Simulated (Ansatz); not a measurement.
H4BrN:
```cif
data_H8Br2N2
_chemical_formula_sum 'H8 Br2 N2'
_space_group_name_H-M_alt 'P4/nmm :1'
_space_group_IT_number 129
_space_group_name_Hall 'P 4ab 2ab -1ab'
_cell_length_a 5.69247
_cell_length_b 5.69247
_cell_length_c 4.05434
_cell_angle_alpha 90.000
_cell_angle_beta 90.000
_cell_angle_gamma 90.000
loop_
_space_group_symop_operation_xyz
  'x, y, z'
  '-y+1/2, x+1/2, z'
  '-x, -y, z'
  'y+1/2, -x+1/2, z'
  'x+1/2, -y+1/2, -z'
  '-y, -x, -z'
  '-x+1/2, y+1/2, -z'
  'y, x, -z'
  '-x+1/2, -y+1/2, -z'
  'y, -x, -z'
  'x+1/2, y+1/2, -z'
  '-y, x, -z'
  '-x, y, z'
  'y+1/2, x+1/2, z'
  'x, -y, z'
  '-y+1/2, -x+1/2, z'
loop_
_atom_site_label
_atom_site_type_symbol
_atom_site_symmetry_multiplicity
_atom_site_Wyckoff_symbol
_atom_site_fract_x
_atom_site_fract_y
_atom_site_fract_z
_atom_site_occupancy
H1 H 8 i 0.14816 0.00000 0.14662 1
Br1 Br 2 c 0.50000 0.00000 0.46868 1
N1 N 2 a 0.00000 0.00000 0.00000 1
```

Relaxed with r²SCAN+D4.

Problem. Give the optical modes at the zone centre with their infrared and Raman activity from DFPT, r²SCAN+D4 in the plane-wave PAW code Ansatz.

Solution. Transverse frequencies, without the LO–TO term; a row sums one degenerate level.

```csv
ω (cm⁻¹),degeneracy,IR ((D/Å)²/amu),Raman (Å⁴/amu),activity,symmetry
72,1,0.00,1.8,Raman,A1g
77,2,0.00,0.53,Raman,Eg
138,1,0.00,4.8,Raman,B1g
158,2,10.93,0,IR,Eu
167,1,4.33,0,IR,A2u
181,2,0.00,8.0,Raman,Eg
359,1,0.00,0,silent,A2g
370,2,0.00,2.3,Raman,Eg
384,2,0.02,0,IR,Eu
400,1,0.00,0,silent,B1u
1436,1,0.00,3.2,Raman,B1g
1448,2,11.67,0,IR,Eu
1456,2,0.00,3.2,Raman,Eg
1472,1,6.30,0,IR,A2u
1688,1,0.00,0,silent,A1u
1716,1,0.00,0,silent,B2u
1734,1,0.00,65,Raman,A1g
1739,1,0.00,83,Raman,B2g
3166,1,0.00,0,silent,B2u
3177,1,0.00,2500,Raman,A1g
3214,2,0.00,3400,Raman,Eg
3214,2,169.33,0,IR,Eu
3215,1,0.00,2300,Raman,B1g
3268,1,61.70,0,IR,A2u
```

Problem. How high does the top mode go among those that the LO–TO term moves?

Solution. 3287 cm⁻¹ for q along x, 3287 cm⁻¹ for q along y, 3322 cm⁻¹ for q along z.

The workflow started from a Materials Project entry (that database holds measured and hypothetical structures alike); the Crystallography Open Database files this formula in space group No. 129, but the cells were not matched. Whether it is the stable phase at ambient conditions was not checked. The cell was relaxed with r²SCAN+D4 under the symmetry of its start; phonons on a q-mesh show no instability.

Potentials: the later of the program's two PAW sets.
